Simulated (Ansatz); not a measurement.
NbC2:
```cif
data_C4Nb2
_chemical_formula_sum 'Nb2 C4'
_space_group_name_H-M_alt 'I4/mmm'
_space_group_IT_number 139
_space_group_name_Hall '-I 4 2'
_cell_length_a 3.15717
_cell_length_b 3.15717
_cell_length_c 5.86081
_cell_angle_alpha 90.000
_cell_angle_beta 90.000
_cell_angle_gamma 90.000
loop_
_atom_site_label
_atom_site_type_symbol
_atom_site_symmetry_multiplicity
_atom_site_Wyckoff_symbol
_atom_site_fract_x
_atom_site_fract_y
_atom_site_fract_z
_atom_site_occupancy
Nb1 Nb 2 a 0.00000 0.00000 0.00000 1
C1 C 4 e 0.00000 0.00000 0.38336 1
```
(The calculation used a cell of 3 atoms; values per cell refer to that cell.)

Relaxed at zero pressure with PBEsol in the plane-wave PAW code Ansatz.

The volume is raised by 9 % and shape and atoms relax at that volume. What pressure results, and how do the axes share the change?

-17.2 GPa; a 3.6 %, b 3.6 %, c 1.5 %; the energy rises by 51 meV/atom.

Give the new structure.


Space group I4/mmm (No. 139); a = b = 3.2723 Å, c = 5.9466 Å, α = β = γ = 90.00°

```tsv
atom	site	symmetry	x	y	z
Nb	2a	4/mmm	0.0000	0.0000	0.0000
C	4e	4mm	0.0000	0.0000	0.3853
```

The phase is kept; no other phase was compared at this pressure.

The start of the workflow was typed in or built on a structure type; neither database checked (COD, Materials Project) lists it. Its standing as an ambient phase is unchecked. The cell was relaxed with PBEsol under the symmetry of its start; of distortions, only those at the zone centre were tested. The run is not spin-polarised. The volume moved by -30 % from the start of the relaxation. Its formation energy is positive at this level, so the cell may be metastable or incomplete.

Potentials: the earlier of the program's two PAW sets.
